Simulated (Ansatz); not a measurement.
YC2:
Space group I4/mmm (No. 139); a = b = 3.622 Å, c = 6.153 Å, α = β = γ = 90.00°

```
atom  site  symmetry       x       y       z
----  ----  --------  ------  ------  ------
Y       2a     4/mmm  0.0000  0.0000  0.0000
C       4e       4mm  0.0000  0.0000  0.3944
```
(The calculation used a cell of 3 atoms; values per cell refer to that cell.)

Relaxed at zero pressure with DFT-PBEsol in the program Ansatz with PAW potentials.

Problem. The volume is raised by 6 % and shape and atoms relax at that volume. What pressure results, and how do the axes share the change?

Solution. -6.0 GPa; a 2.4 %, b 2.4 %, c 1.1 %; the energy rises by 16 meV/atom.

Problem. Give the new structure.

Solution. 
Space group I4/mmm (No. 139); a = b = 3.709 Å, c = 6.222 Å, α = β = γ = 90.00°

```json
[
 {"atom": "Y", "site": "2a", "symmetry": "4/mmm", "x": "0.0000", "y": "0.0000", "z": "0.0000"},
 {"atom": "C", "site": "4e", "symmetry": "4mm", "x": "0.0000", "y": "0.0000", "z": "0.3954"}
]
```

The phase is kept; no other phase was compared at this pressure.

The first step of the workflow began from a Materials Project structure, measured or hypothetical; the Crystallography Open Database files this formula in space group No. 139, but the cells were not matched. Its standing as an ambient phase is unchecked. The PBEsol relaxation kept the symmetry of its start; of distortions, only those at the zone centre were tested. The run is not spin-polarised.

Potentials: the later of the program's two PAW sets.
